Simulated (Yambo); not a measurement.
```
AgCl
1.0
    1.83048    -5.30748     0.00000
    1.83048     5.30748     0.00000
    0.00000     0.00000     3.77420
Cl Ag
2 2
Direct
  0.86341   0.13659   0.25000
  0.13659   0.86341   0.75000
  0.39968   0.60032   0.75000
  0.60032   0.39968   0.25000
```

AgCl (space group Cmcm, No. 63): mean Im ε in 1 eV windows above the direct gap of 3.43 eV, for different electron-hole kernels (Yambo, broadening 0.15 eV, norm-conserving LDA (Quantum ESPRESSO, 86 Ry, scalar-relativistic) bands; 4×4×4 mesh, 16 valence and 8 conduction bands, static screening with 56 bands and a 4 Ry block, scissor 1.59 eV, Tamm-Dancoff; field along x).

```tsv
window (eV)	independent quasiparticles	BSE
3.4 to 4.4	0.9	6.7
4.4 to 5.4	7.2	8.9
5.4 to 6.4	7.8	7.9
6.4 to 7.4	6.7	4.2
7.4 to 8.4	3.9	5.3
8.4 to 9.4	6.0	4.3
```

This run doesn't resolve bound excitons or single peaks, so only averages are given, and they too depend on the mesh; weight that the attraction moves below the gap isn't listed. All transitions below 12.69 eV are in the band window. The scissor comes from a G0W0 run whose convergence isn't established.

Spin-orbit splittings are left out.

Geometry relaxed with LDA.

This is not the ordinary phase of the substance; no match was found in the copy of COD used, and its stability was not checked.
